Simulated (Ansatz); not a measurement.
Equation of state of MnS

```
Mn S
1.0
     0.00000    2.55096    2.55096
     2.55096    0.00000    2.55096
     2.55096    2.55096    0.00000
Mn S
1 1
Direct
  0.00000 0.00000 0.00000
  0.50000 0.50000 0.50000
```

The structure comes from a relaxation in the same program, started in the rocksalt type, and has space group Fm-3m. Whether it is a known phase or the ground state wasn't checked.

Other magnetic orders may lie lower; this is the state that the run reached.

All numbers are computed: DFT, PBE, all-electron LAPW, scalar-relativistic (Ansatz 0.2.0); DFT, PBE, PAW with Ansatz's default frozen-core files, scalar-relativistic (Ansatz 0.2.0).

For LAPW: a Γ-centred 16×16×16 k mesh, Fermi–Dirac smearing of 0.08 eV, basis error target 0.5 meV/atom, spin-polarised from start moments Mn1 4 μB. PAW takes a cutoff of 420 eV at this cell. The Ansatz runs share mesh, smearing and spin set-up. Plane-wave (PAW) pressures include the program's estimate of the Pulay term.

The cell above is scaled evenly, with fractional coordinates and shape held.

```tsv
V/V(cell)	V (Å³/atom)	P, LAPW (GPa)	P, PAW (GPa)	moment, LAPW (μB)
0.9405	15.612	?	?	?
0.9700	16.102	1.76	1.71	4.41
1.0000	16.600	0.02	-0.02	4.51
1.0300	17.098	-1.63	-1.66	4.59
1.0600	17.596	-3.02	-3.06	4.67
```

(1) Fill in the row V/V(cell) = 0.9405.

## Answers

(1) P, LAPW (GPa) = 3.49, P, PAW (GPa) = 3.44, moment, LAPW (μB) = 4.28.
